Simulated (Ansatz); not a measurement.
Mg4Te3Se:
Space group P-4m2 (No. 115); a = b = 4.4899 Å, c = 12.6019 Å, α = β = γ = 90.00°

| atom | site | symmetry | x | y | z |
|---|---|---|---|---|---|
| Mg | 2g | 2mm. | 0.0000 | 0.5000 | 0.3924 |
| Mg | 2g | 2mm. | 0.5000 | 0.0000 | 0.1313 |
| Te | 2f | 2mm. | 0.5000 | 0.5000 | 0.2621 |
| Te | 1a | -4m2 | 0.0000 | 0.0000 | 0.0000 |
| Se | 1d | -4m2 | 0.0000 | 0.0000 | 0.5000 |

This is the r²SCAN-relaxed structure.

All from r²SCAN in the plane-wave PAW code Ansatz, unless another level is named. Predict the band gap.

2.80 eV (direct).

Give the formation energy from the elements (no fitted shifts).

-1.15 eV/atom.

Predict the gap with spin–orbit coupling.

2.55 eV.

Predict the electron effective mass.

0.24 mₑ (isotropic).

The workflow started from a Materials Project entry (that database holds measured and hypothetical structures alike); the Crystallography Open Database copy checked does not list it. Whether it is the stable phase at ambient conditions was not checked. The r²SCAN relaxation kept the symmetry of its start; whether a distortion lowers the energy is not shown. The references are the lowest solids computed at this level, not always the standard phases. Scalar-relativistic: spin–orbit coupling is off unless named, which matters more the heavier the elements.

Potentials: the later of the program's two PAW sets.
